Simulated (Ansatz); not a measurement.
Li8PbO6:
```cif
data_Li8O6Pb
_chemical_formula_sum 'Li8 Pb1 O6'
_space_group_name_H-M_alt 'P 1'
_space_group_IT_number 1
_cell_length_a 6.02038
_cell_length_b 6.02038
_cell_length_c 6.02038
_cell_angle_alpha 53.731
_cell_angle_beta 53.731
_cell_angle_gamma 53.731
loop_
_space_group_symop_operation_xyz
  'x, y, z'
loop_
_atom_site_label
_atom_site_type_symbol
_atom_site_fract_x
_atom_site_fract_y
_atom_site_fract_z
_atom_site_occupancy
Li1 Li 0.65084 0.65084 0.65084 1
Li2 Li 0.34916 0.34916 0.34916 1
Li3 Li 0.22914 0.89834 0.50779 1
Li4 Li 0.77086 0.10166 0.49221 1
Li5 Li 0.50779 0.22914 0.89834 1
Li6 Li 0.49221 0.77086 0.10166 1
Li7 Li 0.89834 0.50779 0.22914 1
Li8 Li 0.10166 0.49221 0.77086 1
Pb1 Pb 0.00000 0.00000 0.00000 1
O1 O 0.39678 0.09918 0.75759 1
O2 O 0.60322 0.90082 0.24241 1
O3 O 0.75759 0.39678 0.09918 1
O4 O 0.24241 0.60322 0.90082 1
O5 O 0.09918 0.75759 0.39678 1
O6 O 0.90082 0.24241 0.60322 1
```

Relaxed with LDA.

Question: Give the optical modes at the zone centre with their infrared and Raman activity from DFPT, the program Ansatz at the LDA level (PAW).

Answer: Transverse frequencies, without the LO–TO term; a row sums one degenerate level.

```
ω (cm⁻¹)  degeneracy  IR ((D/Å)²/amu)  Raman (Å⁴/amu)  activity
--------  ----------  ---------------  --------------  --------
169                1             0.00             1.3     Raman
184                2            12.48               0        IR
188                2             0.00             8.9     Raman
212                1             0.44               0        IR
258                2            18.38               0        IR
279                1            26.06               0        IR
286                2             7.88               0        IR
298                2             0.00              10     Raman
337                1             2.19               0        IR
351                2             0.00             3.6     Raman
376                1             0.00             1.6     Raman
397                2             0.00              16     Raman
399                2            11.29               0        IR
401                1             0.00              22     Raman
422                1            11.22               0        IR
437                1             0.00              78     Raman
457                2             2.73               0        IR
462                2             0.00              20     Raman
525                1            13.37               0        IR
528                2             0.00             9.7     Raman
528                1             8.46               0        IR
531                1             0.00              76     Raman
545                2            42.52               0        IR
575                1             0.00             160     Raman
607                2            26.59               0        IR
621                1             1.75               0        IR
636                1             0.00             180     Raman
638                2             0.00              73     Raman
```

Question: How high does the top mode go among those that the LO–TO term moves?

Answer: 738 cm⁻¹ for q along x, 738 cm⁻¹ for q along y, 695 cm⁻¹ for q along z.

Space group R-3. The workflow started from a Materials Project entry (that database holds measured and hypothetical structures alike); the Crystallography Open Database files this formula in space group No. 148, but the cells were not matched. Whether it is the stable phase at ambient conditions was not checked. Symmetry was held in the LDA relaxation; phonons on a q-mesh show no instability. Scalar-relativistic: spin–orbit coupling is off unless named, which matters more the heavier the elements.

Potentials: the later of the program's two PAW sets.
